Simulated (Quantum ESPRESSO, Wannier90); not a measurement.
**MgTe (zinc blende), plane waves to Wannier functions**

```xyz
2
Lattice="0.0000 3.2320 3.2320 3.2320 0.0000 3.2320 3.2320 3.2320 0.0000" Properties=species:S:1:pos:R:3 pbc="T T T"
Mg     0.0000     0.0000     0.0000
Te     1.6160     1.6160     1.6160
```

Materials Project entry mp-13033; symmetrised, unrelaxed at this level. Not found in the COD (Crystallography Open Database) copy used, which has the formula in other groups; not checked further. Level: PBEsol, no spin polarisation, no spin-orbit coupling; pw.x of Quantum ESPRESSO at 68 Ry with PseudoDojo potentials, 8×8×8 k-points, Wannier90. Density: 8×8×8 mesh, cold smearing 0.01 Ry. Spin-orbit coupling is left out although heavy elements are present.

Band 10 is isolated and gives one Wannier function a cell (Te2 5s 90 %, Mg1 3s 10 %; spread 1.59 Å²). Its on-site energy is ε = -9.651 eV relative to the valence-band maximum, and its hoppings t(R) = t(−R) to the nearer images are (images within this range that aren't listed have |t| under 5 meV):

| R (lattice vectors; −R alike) | distance (Å) | t (eV) |
|---|---|---|
| 0 0 1 | 4.57 | -0.052 |
| 0 1 -1 | 4.57 | -0.052 |
| 0 1 0 | 4.57 | -0.052 |
| 1 -1 0 | 4.57 | -0.052 |
| 1 0 -1 | 4.57 | -0.052 |
| 1 0 0 | 4.57 | -0.052 |

Task: Work out the band energy at Γ, X, U, K from these numbers.

Result: For one orbital E(k) = ε + Σ_R 2 t(R) cos(2π k·R), the sum over the listed R.
- Γ, k = (0.000, 0.000, 0.000): E = -9.651 + (-0.052)·(12.00) = -10.28 eV; pw.x: -10.23 eV
- X, k = (-0.500, -0.500, 0.000): E = -9.651 + (-0.052)·(-4.00) = -9.44 eV; pw.x: -9.44 eV
- U, k = (-0.375, -0.375, 0.250): E = -9.651 + (-0.052)·(-3.66) = -9.46 eV; pw.x: -9.46 eV
- K, k = (-0.375, 0.000, 0.375): E = -9.651 + (-0.052)·(-3.66) = -9.46 eV; pw.x: -9.46 eV

At these points the listed shells miss the plane-wave band by up to 0.05 eV, of a width of 0.79 eV on the path. With all its hoppings the model misses the band by 0.1 meV at worst on the whole path, so most of the miss comes from the hoppings not listed.
